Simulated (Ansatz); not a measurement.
RuW in space group P-6m2 (No. 187; Ru on 1b, W on 1e), the program Ansatz at the r²SCAN level (PAW), all energies at zero smearing, with the estimated change up to a 700 eV cutoff added, with one set of potentials and settings (totals compare only within such a set). Cell of 2 atoms (1 Ru, 1 W): -16287.748 eV.

| element | reference phase | E (eV/atom) |
|---|---|---|
| Ru | P6_3/mmc, 2 atoms in the cell | -5890.7039 |
| W | Im-3m, 1 atoms in the cell | -10397.2967 |

Formation energy per atom, worked out: (-16287.748 − 1×(-5890.7039) − 1×(-10397.2967))/2 = 0.127 eV/atom (12 kJ per mol of atoms), at 0 K, without zero-point energy or fitted corrections.

The first step of the workflow began from a Materials Project structure, measured or hypothetical; the Crystallography Open Database copy checked does not list it. With Ru and W taken as one species the cell has the higher symmetry P6_3/mmc, so it may be an ordered model of a mixed-site phase. Its standing as an ambient phase is unchecked. The r²SCAN relaxation kept the symmetry of its start; whether a distortion lowers the energy is not shown. The run is not spin-polarised. The references are the lowest solids computed at this level, not always the standard phases. Scalar-relativistic: spin–orbit coupling is off unless named, which matters more the heavier the elements.

Potentials: the later of the program's two PAW sets.
